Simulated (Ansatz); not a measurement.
LaInAu:
```
LaInAu
1.0
    7.83995     0.00000     0.00000
   -3.91998     6.78960     0.00000
    0.00000     0.00000     4.30014
La In Au
3 3 3
Direct
  0.58577   0.00000   0.50000
  0.41423   0.41423   0.50000
  0.00000   0.58577   0.50000
  0.00000   0.24548   0.00000
  0.24548   0.00000   0.00000
  0.75452   0.75452   0.00000
  0.66667   0.33333   0.00000
  0.33333   0.66667   0.00000
  0.00000   0.00000   0.50000
```

Relaxed with r²SCAN. Special points in fractions of this cell's reciprocal vectors: Γ (0.000, 0.000, 0.000); M (0.500, 0.000, 0.000); K (0.333, 0.333, 0.000); A (0.000, 0.000, 0.500); L (0.500, 0.000, 0.500); H (0.333, 0.333, 0.500).

**Question.** List the band energies nearest the Fermi level at these points for r²SCAN in the plane-wave PAW code Ansatz.

**Answer.** In eV from the Fermi level; about four levels below and three above (degenerate sets whole), none deeper than 8.9 eV; points with the same levels are listed once.

| k | below | above |
|---|---|---|
| Γ | -3.76 -3.76 -2.56 -2.56 | 0.21 0.40 0.40 0.40 |
| M | -0.63 -0.37 -0.22 -0.18 | 0.40 0.43 0.80 |
| K | -0.26 -0.22 -0.22 -0.18 | 0.58 0.58 0.75 0.75 |
| A | -0.88 -0.88 -0.53 -0.53 | 0.71 1.55 1.55 |
| L | -1.41 -0.93 -0.77 -0.20 | 0.44 1.19 1.38 |
| H | -1.33 -0.59 -0.59 -0.48 | 0.47 0.47 1.21 |

Space group P-62m. The first step of the workflow began from a Materials Project structure, measured or hypothetical; the Crystallography Open Database files this formula in space group No. 189, but the cells were not matched. Its standing as an ambient phase is unchecked. The r²SCAN relaxation kept the symmetry of its start; whether a distortion lowers the energy is not shown. Scalar-relativistic: spin–orbit coupling is off unless named, which matters more the heavier the elements.

Potentials: the later of the program's two PAW sets.
